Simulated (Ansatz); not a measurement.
Theory: DFT PBE, scalar-relativistic, plane waves, PAW (Ansatz). Settings: cutoff 420 eV, Γ-centred meshes spaced at most about 0.3 Å⁻¹, and about 0.25 Å⁻¹ or finer for metals (2π included), Gaussian smearing. No spin polarisation in the final relaxations.

Temperature and zero-point effects are left out.

Compare these two cells of HPb4, each relaxed at this level.

1.

```
CELL_PARAMETERS angstrom
5.37322 0.00000 0.00000
-2.68661 4.65335 0.00000
0.00000 0.00000 6.45754
ATOMIC_POSITIONS crystal
H 0.00000 0.00000 0.50000
Pb 0.33333 0.66667 0.74391
Pb 0.33333 0.66667 0.25609
Pb 0.66667 0.33333 0.25609
Pb 0.66667 0.33333 0.74391
```

2.

```
CELL_PARAMETERS angstrom
5.09041 0.00000 0.00000
0.00000 5.09041 0.00000
0.00000 0.00000 5.09041
ATOMIC_POSITIONS crystal
H 0.50000 0.50000 0.50000
Pb 0.00000 0.00000 0.00000
Pb 0.50000 0.50000 0.00000
Pb 0.50000 0.00000 0.50000
Pb 0.00000 0.50000 0.50000
```

Question: Which would you expect to be lower, and how large is the difference?

Answer: Cell 2 is lower, by 0.39 eV/atom. Cell 1 has space group P6/mmm (No. 191), 32.3 Å³/atom and no gap on its mesh; cell 2 has space group Pm-3m (No. 221), 26.4 Å³/atom and no gap. Counting Pb atoms around H (those within 1.25 times the shortest such distance or 1.15 times the sum of covalent radii, 1.27 where that leaves under three; the shortest distance is added where it exceeds 1.18 times the sum of covalent radii), cell 1 has H 12 from 3.5 Å and cell 2 has H 6 from 2.5 Å. The denser one is the lower, and pressure would at first widen the difference. Even the lower one lies +0.18 eV/atom against the reference forms of the elements (uncorrected), so neither is stable at this level. In cell 1, H is surrounded by 12 Pb at 3.48 Å (long against covalent radii, as for large ions); Pb has 5 Pb at 3.10–3.31 Å and 3 H at 3.48 Å. In cell 2, H is surrounded by 6 Pb at 2.55 Å; Pb on a site of symmetry m-3m is surrounded by 12 Pb at 3.60 Å; around Pb on a site of symmetry 4/mmm lie 2 H at 2.55 Å and 12 Pb at 3.60 Å. Both come from invented guesses.

These runs have no spin–orbit coupling, which can matter for Pb. H stands nearly free of neighbours here, and without spin polarisation the energy of such atoms comes out too high. With hydrogen, zero-point motion can shift such differences by 10 meV/atom or more. A magnetic state wasn't ruled out in cells without spin, among them P6/mmm, Pm-3m. Cells relaxed within their symmetry can be saddle points.
